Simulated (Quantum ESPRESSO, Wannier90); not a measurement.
# Tight-binding from DFT: Li$_{2}$S (anti-fluorite)

```
begin unit_cell_cart
ang
    0.0000000000    2.8351700000    2.8351700000
    2.8351700000    0.0000000000    2.8351700000
    2.8351700000    2.8351700000    0.0000000000
end unit_cell_cart
begin atoms_frac
Li  -0.2500000000 -0.2500000000 -0.2500000000
Li   0.2500000000  0.2500000000  0.2500000000
S    0.0000000000  0.0000000000  0.0000000000
end atoms_frac
```

Materials Project entry mp-1153; symmetrised, unrelaxed at this level. COD (Crystallography Open Database) has an entry of this formula and space group (matched by these alone). Computed values, not measurements, from PBEsol: Quantum ESPRESSO (norm-conserving PseudoDojo potentials, cutoff 60 Ry, no spin polarisation, no spin-orbit coupling) on a Γ-centred 10×10×10 mesh, then Wannier90. Density: 10×10×10 mesh, cold smearing 0.01 Ry.

Bands 4-6 form an isolated set from -2.97 to 0.00 eV relative to the valence-band maximum (on the path) and are turned into 3 Wannier functions by minimising the spread from the start: atomic waves S 3p.

Centres (Cartesian, Å; one of the equivalent choices) and spreads:

```
n      x      y      z  spread (Å²)  nearest atom
-  -----  -----  -----  -----------  ------------
1  0.000  0.000  0.000        1.951            S3
2  0.000  0.000  0.000        1.951            S3
3  0.000  0.000  0.000        1.951            S3
```

Ω_I = 5.81 Å², Ω_total = 5.85 Å²; the interpolated bands follow pw.x to 0.1 meV rms on the path. Only this start was tried; a symmetric start can stop on a saddle, and mixtures of these functions could lower the total by at most Ω_total − Ω_I.
